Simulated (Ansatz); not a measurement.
SiC3:
```
SiC3
1.0
    2.79666     0.00000     0.00000
    0.00000     2.79666     0.00000
    0.00000     0.00000     4.09088
C Si
3 1
Direct
  0.00000   0.00000   0.00000
  0.00000   0.50000   0.78627
  0.50000   0.00000   0.21373
  0.50000   0.50000   0.50000
```

Relaxed with r²SCAN.

Q: Tabulate the valence density and the electron localisation function along the shortest C–C contact (1.65 Å), DFT-r²SCAN in the program Ansatz with PAW potentials.

A: 

```
distance from C (Å)  density (e/Å³)   ELF
-------------------  --------------  ----
0.16                           1.46  0.04
0.25                           1.58  0.16
0.33                           1.67  0.39
0.41                           1.68  0.64
0.49                           1.61  0.80
0.58                           1.51  0.88
0.66                           1.40  0.92
0.74                           1.33  0.93
0.82                           1.30  0.93
0.91                           1.31  0.92
0.99                           1.38  0.89
1.07                           1.46  0.83
1.15                           1.56  0.71
1.24                           1.62  0.52
1.32                           1.63  0.28
1.40                           1.57  0.10
1.48                           1.49  0.03
```

The density is the valence pseudo-density with augmentation charge, so density and ELF within about 1 Å of a nucleus are not all-electron values.

Space group P-4m2. The start of the workflow was typed in or built on a structure type; neither database checked (COD, Materials Project) lists it. Whether it is the stable phase at ambient conditions was not checked. Symmetry was held in the r²SCAN relaxation; its stability against distortions is not shown here. Its formation energy is positive at this level, so the cell may be metastable or incomplete.

Potentials: the earlier of the program's two PAW sets.
